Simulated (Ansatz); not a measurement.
Y$_{3}$Si:
```cif
data_Si4Y12
_chemical_formula_sum 'Si4 Y12'
_space_group_name_H-M_alt 'Fm-3m'
_space_group_IT_number 225
_space_group_name_Hall '-F 4 2 3'
_cell_length_a 7.39907
_cell_length_b 7.39907
_cell_length_c 7.39907
_cell_angle_alpha 90.000
_cell_angle_beta 90.000
_cell_angle_gamma 90.000
loop_
_atom_site_label
_atom_site_type_symbol
_atom_site_symmetry_multiplicity
_atom_site_Wyckoff_symbol
_atom_site_fract_x
_atom_site_fract_y
_atom_site_fract_z
_atom_site_occupancy
Si1 Si 4 a 0.00000 0.00000 0.00000 1
Y1 Y 4 b 0.50000 0.50000 0.50000 1
Y2 Y 8 c 0.25000 0.25000 0.25000 1
```
(The calculation used a cell of 4 atoms; values per cell refer to that cell.)

Relaxed with PBE.

Decompose the optical modes at the zone centre into irreducible representations, and say which are infrared and Raman allowed.

Point group m-3m: Γ_opt = 2T1u + T2g. Infrared: T1u. Raman: T2g.

Assign frequencies (DFPT, DFT-PBE in the program Ansatz with PAW potentials).

T1u 103, T2g 119, T1u 171 cm⁻¹.

A made-up cell: these elements were put on the sites of a structure type; neither database checked (COD, Materials Project) lists it. Whether it is the stable phase at ambient conditions was not checked. The cell was relaxed with PBE under the symmetry of its start. At this level the phase is dynamically unstable (imaginary phonons). No spin polarisation was allowed. As this level gives no gap, phonon frequencies hold no LO–TO term and depend on the k-mesh and smearing (Fermi–Dirac, 0.1 eV here).

Potentials: the later of the program's two PAW sets.
